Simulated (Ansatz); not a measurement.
## What settings do to one calculation: wurtzite alloy of ZnO and CdO (7 of 16 Zn sites exchanged), 32 atoms with displaced atoms

Ansatz (PAW, plane waves), atoms fixed. The base input:

```yaml
crystal:
  lattice:
    - [6.689172, 0.000000, 0.000000]
    - [0.000000, 11.585986, 0.000000]
    - [0.000000, 0.000000, 5.406193]
  atoms:
    - { symbol: Cd, position: [0.244958, 0.079766, 0.522044] }
    - { symbol: Cd, position: [0.995248, 0.323151, 0.496545] }
    - { symbol: Cd, position: [0.244068, 0.576954, 0.528702] }
    - { symbol: Cd, position: [0.750026, 0.598185, 0.497117] }
    - { symbol: Cd, position: [0.498618, 0.832708, 0.508220] }
    - { symbol: Cd, position: [0.743463, 0.419758, 0.002399] }
    - { symbol: Cd, position: [0.746048, 0.906150, 0.010522] }
    - { symbol: Zn, position: [0.746948, 0.082024, 0.500426] }
    - { symbol: Zn, position: [0.512538, 0.332167, 0.477530] }
    - { symbol: Zn, position: [0.989905, 0.831187, 0.485120] }
    - { symbol: Zn, position: [0.001596, 0.175894, 0.990325] }
    - { symbol: Zn, position: [0.498272, 0.164631, 0.006826] }
    - { symbol: Zn, position: [0.262819, 0.413394, 0.018336] }
    - { symbol: Zn, position: [0.010938, 0.665419, 0.027325] }
    - { symbol: Zn, position: [0.507197, 0.664431, 0.998220] }
    - { symbol: Zn, position: [0.223857, 0.910497, 0.986422] }
    - { symbol: O, position: [0.016806, 0.163868, 0.389681] }
    - { symbol: O, position: [0.515948, 0.151069, 0.382808] }
    - { symbol: O, position: [0.253220, 0.416508, 0.375287] }
    - { symbol: O, position: [0.010056, 0.667431, 0.379933] }
    - { symbol: O, position: [0.745510, 0.406366, 0.373937] }
    - { symbol: O, position: [0.503264, 0.663375, 0.398038] }
    - { symbol: O, position: [0.239185, 0.933335, 0.374942] }
    - { symbol: O, position: [0.753364, 0.912329, 0.403002] }
    - { symbol: O, position: [0.257999, 0.083673, 0.870668] }
    - { symbol: O, position: [0.016083, 0.339354, 0.894768] }
    - { symbol: O, position: [0.748232, 0.090445, 0.880869] }
    - { symbol: O, position: [0.514706, 0.333103, 0.866355] }
    - { symbol: O, position: [0.269960, 0.585032, 0.863297] }
    - { symbol: O, position: [0.010511, 0.838301, 0.857912] }
    - { symbol: O, position: [0.746830, 0.580821, 0.892866] }
    - { symbol: O, position: [0.488483, 0.834920, 0.883269] }
  symmetry: { detect: false }
kpoints:
  mp_grid: { grid: [1, 1, 1], shift: [0.25, 0.25, 0.25] }
hamiltonian:
  xc: pbesol
scf:
  occupations: { method: fermi_dirac, width: 0.01 }
output:
  forces: true
  eigenvalues: true
  stress: true
  populations: true
  eigenstates: { kpoints: [[0.25, 0.25, 0.25]], e_range: [-6.0, 6.0], localisation: true }
  write_density: true
  write_potential: true
  elf: true
  volumetric_format: npy
```

Command:

```sh
ansatz run in.yaml --threads 2 --pin off --max-ram 20900MiB --runs-dir r --events-out ev --progress --plain
```

It converged in 11 iterations and 18 s of wall time on 2 threads of an EPYC 7R13 processor, on a host shared with other runs; peak host memory 1.1 GiB; largest force component 7.95 eV/Å, pressure 11.60 GPa. The cutoff was the default, 420 eV. The base isn't a converged reference: it has few k points, and its atoms are unrelaxed. Each run below changes the keys shown and caps the iterations.

```csv
run,changed,ending,iterations,free energy less the base (meV per atom),rms change of forces (eV/Å),change of pressure (GPa),"wall time (s, shared host)"
1,"initial_magnetization 1, max_iter 80",converged,17,0.0,0.000,0.00,18 CPU
2,"initial_magnetization 4, max_iter 60",converged,17,0.0,0.000,0.00,20 CPU
3,"ecutwfc 480 eV, dispersion d3bjatm, max_iter 60",converged,10,other zero,0.003,-2.11,7.9 CPU
4,"mixing beta 0.03, ecutwfc 650 eV, max_iter 80",converged,11,-4.6,0.003,-0.03,17 CPU
5,"accuracy high, xc_grid 1 (2 is the default), mixing beta 0.4, max_iter 50",converged,14,0.0,0.000,0.00,8.9 CPU
6,"xc_grid 2 (2 is the default), dr2_threshold 0.001, mixing beta 0.4, max_iter 80",converged,6,0.0,0.000,0.00,8.3 CPU
```

«Other zero»: another functional, charge or dispersion term moves the zero of energy, so the difference says nothing of accuracy.

**Question.** Which changes leave the result alone, and which of the same physical model moves the forces most?

**Answer.** The forces move by under 0.002 eV/Å in runs 1, 2, 5, 6. Among the runs with the same functional, charge and dispersion term, none moves them by over 0.01 eV/Å.
